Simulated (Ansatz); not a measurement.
## Two states of VSnB$_{2}$O$_{6}$

```xyz
10
Lattice="4.7760 0.0000 0.0000 -2.3880 4.1361 0.0000 0.0000 -2.7574 5.1216" Properties=species:S:1:pos:R:3 pbc="T T T"
V     0.0000    0.0000    0.0000
Sn    2.3880   -1.3787    2.5608
B     0.0000    0.0000    3.7552
B     2.3880    1.3787    1.3664
O     1.3743   -0.0641    3.7690
O    -0.6316    1.2222    3.7690
O     4.0333   -1.1581    3.7690
O     1.0137    1.4428    1.3526
O     3.0196    0.1565    1.3526
O    -1.6453    2.5368    1.3526
```

Method: PBE, with U_eff = 2.33 eV on V d (all-electron-ortho-atomic projectors); PAW, plane waves to 420 eV, 5×5×5 Γ-centred mesh, fermi-dirac occupations (width 0.1 eV) (Ansatz 0.2.0), atoms fixed.

State A: no moments (no spin polarisation). State B: V1 up (collinear spin).

Problem. Which state is lower, and how do they differ?

Solution. State B is lower by 281.3 meV an atom at zero smearing; in free energy at this smearing B lies -274.6 meV an atom from A.

```csv
state,free energy (meV/atom),largest moment in a small sphere (μB),net moment (μB/cell),gap on mesh (eV),pressure (GPa),largest force (eV/Å)
A,274.6,0.00,0.00,metal,4.7,1.02
B,0.0,2.35,3.00,1.77,5.0,0.66
```

Origin: a known structure type with other elements, at an estimated volume, so it need not be a known compound. Caveats: an odd or shifted mesh can miss the band edges, so this level's true gap may be smaller; no spin-orbit coupling, which can shift this gap by tenths of an eV; the state breaks the symmetry of the cell; odd electron count without spin polarisation, so a magnetic state may lie lower; the k mesh is coarse if the cell is a metal.
